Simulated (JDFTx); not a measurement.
System: TiAl(001) (P4/mmm bulk; lattice of mp-1953, not re-optimised at this level), 1x1 cell of 3 atoms in 3 planes (Ti outermost, slab composition Ti2Al), area 7.90 Å² a face, 3.9 Å between the outermost planes in a cell 20.1 Å high; k mesh 8×8×1, Fermi width 0.01 Ha, no spin polarisation. Whether this polymorph is the ambient one wasn't checked. Neither spin polarisation nor a larger cell was tried.

Computed with a modified build of JDFTx: PBE, GBRV ultrasoft potentials, plane waves to 20/100 Ha. Liquid: CANDLE, acetonitrile, 1 M NaF. Between zero charge and 0.31 V from it the run gives σ = 7.4 μC/cm², a mean capacitance of 23.9 μF/cm². The liquid has ε = 38.8, a 1:1 salt at 1 M with linear (Debye) response, and T = 298 K.

Worked example: the Debye length, the diffuse-layer capacitance, and the inner capacitance that is left when the two stand in series.

Each ion has density c = 1 × 6.022×10⁻⁴ = 6.022e-04 Å⁻³. λ² = ε kT / (8π (e²/4πε₀) c) with kT = 0.02568 eV and e²/4πε₀ = 14.40 eV Å gives λ = 2.14 Å; the log prints 2.14 Å. C_diffuse = ε₀ε/λ = 161 μF/cm². Then 1/C_inner = 1/23.9 − 1/161, so C_inner = 28.1 μF/cm², which equals a vacuum gap of ε₀/C_inner = 0.31 Å. The diffuse layer takes 15 % of the potential drop; the rest lies between the electrode's charge and the onset of the dielectric, with the electrode's own (quantum) capacitance in it. The split is a model: in the calculation solvent and ions share one smooth cavity.
